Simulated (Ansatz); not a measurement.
The start is a generated cell, TiB2 placed in the AFLOW prototype AB2_oC24_41_2a_2b (C_e, as in Sn2Pd). The structure is fully relaxed (lattice and positions, P = 0) with r2SCAN (plane waves to 500 eV, PAW, scalar-relativistic; Ansatz, a quantum-chemistry and plane-wave program). The first steps use a coarse 4×4×4 k-mesh.

Starting cell:
```yaml
crystal:
  lattice:
    - [4.93047, 0.00000, 0.00000]
    - [0.00000, 2.46523, 4.62564]
    - [0.00000, -2.46523, 4.62564]
  atoms:
    - { symbol: Ti, position: [0.00000, 0.99000, 0.99000] }
    - { symbol: Ti, position: [0.50000, 0.49000, 0.49000] }
    - { symbol: Ti, position: [0.00000, 0.76200, 0.76200] }
    - { symbol: Ti, position: [0.50000, 0.26200, 0.26200] }
    - { symbol: B, position: [0.65800, 0.03300, 0.71700] }
    - { symbol: B, position: [0.34200, 0.71700, 0.03300] }
    - { symbol: B, position: [0.15800, 0.21700, 0.53300] }
    - { symbol: B, position: [0.84200, 0.53300, 0.21700] }
    - { symbol: B, position: [0.75000, 0.37500, 0.87500] }
    - { symbol: B, position: [0.25000, 0.87500, 0.37500] }
    - { symbol: B, position: [0.25000, 0.37500, 0.87500] }
    - { symbol: B, position: [0.75000, 0.87500, 0.37500] }
```

| Item | Value |
|---|---|
| Energy released | about 2.1 eV/atom |
| Volume change | -2.7 %, from 9.37 to 9.12 Å³/atom |
| Band gap at the end | zero (metallic) |
| Optimiser moves | 45 |

It ends as:

Space group Fmm2 (No. 42); a = 3.0403 Å, b = 5.2184 Å, c = 13.7964 Å, α = 90.00°, β = 90.00°, γ = 90.00°

```json
[
 {"atom": "Ti", "site": "4a", "symmetry": "mm2", "x": "0.0000", "y": "0.0000", "z": "0.9822"},
 {"atom": "Ti", "site": "4a", "symmetry": "mm2", "x": "0.0000", "y": "0.0000", "z": "0.7529"},
 {"atom": "B", "site": "8c", "symmetry": "m..", "x": "0.0000", "y": "0.1674", "z": "0.3704"},
 {"atom": "B", "site": "8c", "symmetry": "m..", "x": "0.0000", "y": "0.1684", "z": "0.1380"}
]
```
(The calculation used a cell of 6 atoms; values per cell refer to that cell.)

Final values are on a 14×14×14 k-mesh of the relaxed cell. The start holds a very short contact (Ti–Ti 2.11 Å). No spin polarisation in the result.

The run could not lose the symmetry of its start: the end is stationary, and may be a saddle point rather than a minimum.

The relaxed structure here is a generated cell of TiB2: the first start was made by placing the elements on the sites of a structure type, and the end was not matched to a known phase here, so it may be hypothetical. Known forms of TiB2 include space group No. 191.
